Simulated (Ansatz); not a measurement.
SiMo:
```yaml
crystal:
  lattice:
    - [5.34756, 0.00000, 0.00000]
    - [-2.67378, 4.63113, 0.00000]
    - [0.00000, 0.00000, 4.20601]
  atoms:
    - { symbol: Mo, position: [0.50000, 0.00000, 0.00000] }
    - { symbol: Mo, position: [0.50000, 0.50000, 0.00000] }
    - { symbol: Mo, position: [0.00000, 0.50000, 0.00000] }
    - { symbol: Si, position: [0.00000, 0.00000, 0.00000] }
    - { symbol: Si, position: [0.33333, 0.66667, 0.50000] }
    - { symbol: Si, position: [0.66667, 0.33333, 0.50000] }
```

Relaxed with PBE. Special points in fractions of this cell's reciprocal vectors: Γ (0.000, 0.000, 0.000); M (0.500, 0.000, 0.000); K (0.333, 0.333, 0.000); A (0.000, 0.000, 0.500); L (0.500, 0.000, 0.500); H (0.333, 0.333, 0.500).

Q: List the band energies nearest the Fermi level at these points for PBE in the plane-wave PAW code Ansatz.

A: In eV from the Fermi level; about four levels below and three above (degenerate sets whole), none deeper than 8.9 eV; points with the same levels are listed once.

```json
[
 {"k": "Γ", "below": "-2.12 -2.12 -2.02 -2.02 -1.77", "above": "1.07 1.07 1.58"},
 {"k": "M", "below": "-1.44 -0.89 -0.41 -0.31", "above": "1.30 1.64 1.98"},
 {"k": "K", "below": "-0.85 -0.85 -0.36 -0.36", "above": "0.54 2.12 2.63 2.63"},
 {"k": "A", "below": "-0.70 -0.52 0.00 0.00", "above": "1.22 1.22 1.27 1.27"},
 {"k": "L", "below": "-1.08 -0.56 -0.42 -0.01", "above": "0.43 1.06 1.35"},
 {"k": "H", "below": "-1.19 -1.19 -0.39 -0.07 -0.06", "above": "0.26 0.26 0.41 0.41"}
]
```

Space group P6/mmm. The cell is a constructed one: a structure type filled with these elements; neither database checked (COD, Materials Project) lists it. Its standing as an ambient phase is unchecked. Symmetry was held in the PBE relaxation; its stability against distortions is not shown here. The run is not spin-polarised. Scalar-relativistic: spin–orbit coupling is off unless named, which matters more the heavier the elements.

Potentials: the later of the program's two PAW sets.
